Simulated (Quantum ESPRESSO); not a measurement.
Field gradients of MgF$_{2}$ from a PBE PAW density (pw.x of a modified build of Quantum ESPRESSO, JTH datasets) with the all-electron reconstruction of Petrilli and co-workers, 22.5 Ha, k-mesh 5×5×7 through Γ:

```
CELL_PARAMETERS angstrom
      4.61520     0.00000     0.00000
      0.00000     4.61520     0.00000
      0.00000     0.00000     3.04778
ATOMIC_POSITIONS crystal
  Mg 0.50000 0.50000 0.50000
  Mg 0.00000 0.00000 0.00000
  F  0.70321 0.70321 0.00000
  F  0.29679 0.29679 0.00000
  F  0.79679 0.20321 0.50000
  F  0.20321 0.79679 0.50000
```
The cell was made here from a computed Materials Project entry: F3 and its equivalents moved by 0.04 Å along (0.71, 0.71, 0.00), space group kept. The parent is MgF2 in P4₂/mnm. Stability against distortions was not tested.

Vzz is the sum of three terms, each taken along its main axis: the smooth valence density, the ions (nucleus and frozen core) with the augmentation charges of all other spheres, and the all-electron minus smooth density in the atom's own sphere. The split hangs on the datasets.  Cores are frozen. Against all-electron runs on small test molecules, this scheme's |Vzz| missed by −6 to +4 % (−29 % in KF) on F. Mg had no test against all-electron runs.

| site | smooth valence density | ions and other spheres | own sphere | Vzz (a.u.) |
|---|---|---|---|---|
| Mg (atoms 1, 2) | -0.045 | 0.037 | [?] | [?] |
| F (atoms 3, 4, 5, 6) | 0.108 | -0.201 | [?] | [?] |

### Question
Some entries are withheld; supply them.

### Answer

- Mg (atoms 1, 2), own sphere: -0.120
- Mg (atoms 1, 2), Vzz (a.u.): -0.127
- F (atoms 3, 4, 5, 6), own sphere: -0.423
- F (atoms 3, 4, 5, 6), Vzz (a.u.): -0.516
